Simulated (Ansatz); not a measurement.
An Ansatz input and the part of its output that reports the observables at the nuclei.

The cell is a Materials Project structure (computed, not necessarily an observed phase).

```yaml
crystal:
  lattice:
    - [0.0, 4.285644, 4.285644]
    - [4.285644, 0.0, 4.285644]
    - [4.285644, 4.285644, 0.0]
  atoms:
    - { symbol: Na, position: [0.5, 0.5, 0.5] }
    - { symbol: Ga, position: [0.0, 0.0, 0.0] }
    - { symbol: H, position: [0.1806576667, 0.1806576667, 0.458027] }
    - { symbol: H, position: [0.1806576667, 0.458027, 0.1806576667] }
    - { symbol: H, position: [0.458027, 0.1806576667, 0.1806576667] }
    - { symbol: H, position: [0.1806576667, 0.1806576667, 0.1806576667] }
    - { symbol: H, position: [0.8193423333, 0.8193423333, 0.8193423333] }
    - { symbol: H, position: [0.541973, 0.8193423333, 0.8193423333] }
    - { symbol: H, position: [0.8193423333, 0.541973, 0.8193423333] }
    - { symbol: H, position: [0.8193423333, 0.8193423333, 0.541973] }
    - { symbol: "N", position: [0.25, 0.25, 0.25] }
    - { symbol: "N", position: [0.75, 0.75, 0.75] }
    - { symbol: F, position: [0.775253, 0.224747, 0.775253] }
    - { symbol: F, position: [0.224747, 0.775253, 0.775253] }
    - { symbol: F, position: [0.775253, 0.775253, 0.224747] }
    - { symbol: F, position: [0.224747, 0.224747, 0.775253] }
    - { symbol: F, position: [0.775253, 0.224747, 0.224747] }
    - { symbol: F, position: [0.224747, 0.775253, 0.224747] }
kpoints:
  mp_grid: { grid: [4, 4, 4] }
scf:
  occupations: { method: fermi_dirac, width: 0.02 }
hamiltonian:
  xc: pbe
  pseudopotentials: { kind: paw }
output:
  forces: true
  stress: true
  populations: true
  efg:
    quadrupole_moments_barn: { Na: 0.104, Ga: 0.107, H: 0.00285783, "N": 0.02044 }
    contact_densities: true
```

```sh
ansatz run input.yaml --threads 1 --pin off --max-ram 2560MiB --backend cpu --events-out ev --progress --plain --runs-dir out
```

Of the output, the block on the nuclei alone is shown; the set-up, the SCF iterations, energies, forces and stress are cut. One atom of each set with nearly equal values is shown.

```
--- PAW observables at the nuclei: V_zz in 10²¹ V/m², potentials from the cell's mean, atoms counted from 1 ---
  atom   1  Na V_zz =    +0.000000   η = 0.0000   by run symmetry: forbidden   C_q = +0.0000 MHz
            electrostatic potential = -975.979556 V   contact ρ = 5903.806443 e/Å³
  atom   2  Ga V_zz =    -0.000000   η = 0.0000   by run symmetry: forbidden   C_q = -0.0000 MHz
            electrostatic potential = -4125.560826 V   contact ρ = 187373.547881 e/Å³
  atom   3  H  V_zz =    +3.102187   η = 0.0000   by run symmetry: allowed   C_q = +0.2144 MHz
            electrostatic potential = -34.912967 V   contact ρ = 3.011919 e/Å³
  atom  11  N  V_zz =    +0.000000   η = 0.0000   by run symmetry: forbidden   C_q = +0.0000 MHz
            electrostatic potential = -506.883338 V   contact ρ = 1410.793204 e/Å³
  atom  13  F  V_zz =    +8.933822   η = 0.0000   by run symmetry: allowed
            electrostatic potential = -734.334549 V   contact ρ = 3127.419100 e/Å³
```

The run took 6.3 s of wall time (5.7 s of CPU time) and 0.64 GiB at its peak, on 1 thread of AMD EPYC 7R13 Processor (Zen 3) (x86_64; 16 cores open to the job, memory cap 2.5 GiB, no GPU), a shared host with a load of 0.3 a core.

The lattice is static: at room temperature ammonium may turn and average the couplings of its hydrogen.
